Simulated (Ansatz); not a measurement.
GaMo₂N in space group P6_3/mmc (No. 194; Ga on 2d, Mo on 4f, N on 2a), PBEsol in the plane-wave PAW code Ansatz, all energies at zero smearing, with the estimated change up to a 700 eV cutoff added, with one set of potentials and settings (totals compare only within such a set). Cell of 8 atoms (2 Ga, 4 Mo, 2 N): -27835.497 eV.

| element | reference phase | E (eV/atom) |
|---|---|---|
| Ga | Cmce, 4 atoms in the cell | -3743.2073 |
| Mo | Im-3m, 1 atoms in the cell | -4897.5018 |
| N | Pa-3, 8 atoms in the cell | -378.4910 |

Formation energy per atom, worked out: (-27835.497 − 2×(-3743.2073) − 4×(-4897.5018) − 2×(-378.4910))/8 = -0.262 eV/atom (-25 kJ per mol of atoms), at 0 K, without zero-point energy or fitted corrections.

The start of the workflow was typed in or built on a structure type; neither database checked (COD, Materials Project) lists it. Its standing as an ambient phase is unchecked. Symmetry was held in the PBEsol relaxation; whether a distortion lowers the energy is not shown. The workflow began spin-polarised and lost its moments. The references are the lowest solids computed at this level, not always the standard phases (solids in place of the gases).

Potentials: the earlier of the program's two PAW sets. The files were generated under PBE; for other functionals the program regenerates the frozen cores, and for LDA and PBEsol the local potential too.
